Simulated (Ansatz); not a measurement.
Values for one crystal, relaxed and computed with the program Ansatz at the r²SCAN level (PAW); other levels are named.

```yaml
volume_per_atom: 8.32 Å³
band_gap: 3.33 eV (indirect)
Electron effective mass with spin–orbit coupling: 0.33, 0.33, 0.65 mₑ (principal values)
Pressure derivative B′: 4.4
Bulk modulus (Birch–Murnaghan fit): 33.1 GPa
hole_effective_mass: 0.35, 0.71, 2.4 mₑ (principal values)
electron_effective_mass: 0.32, 0.32, 0.64 mₑ (principal values)
```

**Question.** Pick the material that matches.
A) Li2H6Pt, Fm-3m (Li on 8c, H on 24e, Pt on 4a)
B) Li2O, anti-fluorite
C) PtS2, CdI2 type
D) K2MgH4, I4/mmm (K on 4e, Mg on 2a, H on 4c, H on 4e)

**Answer.** A, Li2H6Pt, Fm-3m (Li on 8c, H on 24e, Pt on 4a)

The first step of the workflow began from a Materials Project structure, measured or hypothetical; the Crystallography Open Database copy checked does not list it. Its standing as an ambient phase is unchecked. Symmetry was held in the r²SCAN relaxation; whether a distortion lowers the energy is not shown. The run is not spin-polarised. Spin–orbit coupling is left out wherever it is not named.

Potentials: the later of the program's two PAW sets.
